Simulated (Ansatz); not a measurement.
Au, DFT, PBEsol, all-electron LAPW, scalar-relativistic (Ansatz 0.2.0), run on 1 thread of Intel(R) Xeon(R) Platinum 8488C (Sapphire Rapids) on a shared host.

The geometry is COD entry 1545302, unchecked; take it as a test cell. The listed cell was then made from it by scaling, straining or moving an atom.

Command: `ansatz run input.yaml --threads 1 --pin off --max-ram 3072MiB --backend cpu --events-out ev --progress --plain --runs-dir out`

```yaml
crystal:
  lattice:
    - [2.9869983627, 0.0, 0.0]
    - [-1.4934991814, 2.5868164632, 0.0]
    - [0.0, 0.0, 4.88]
  atoms:
    - { symbol: Au, position: [0.3333333333, 0.6666666667, 0.75] }
    - { symbol: Au, position: [0.6666666667, 0.3333333333, 0.25] }
kpoints:
  mp_grid: { grid: [14, 14, 8] }
  band_path:
    path:
      - [0.0, 0.0, 0.0]
      - [0.5, 0.0, 0.0]
      - [0.3333333333, 0.3333333333, 0.0]
      - [0.0, 0.0, 0.0]
      - [0.0, 0.0, 0.5]
      - [0.5, 0.0, 0.5]
      - [0.3333333333, 0.3333333333, 0.5]
      - [0.0, 0.0, 0.5]
      - [0.5, 0.0, 0.5]
    npoints: 5
scf:
  occupations: { method: fermi_dirac, width: 0.03 }
hamiltonian:
  xc: pbesol
  pseudopotentials: { kind: all_electron, lapw: { basis_error: 0.0005 } }
output:
  forces: true
  stress: true
  eigenvalues: true
```

**Question.** How large is the problem that the program sets up?

**Answer.** 120 irreducible k-points, 313 plane waves at Γ, 52 bands.

**Question.** Estimate the wall time and the peak memory.

**Answer.** 48 s of wall time for 7 SCF iterations, with a peak of 0.7 GiB. Times on shared machines scatter by tens of per cent.
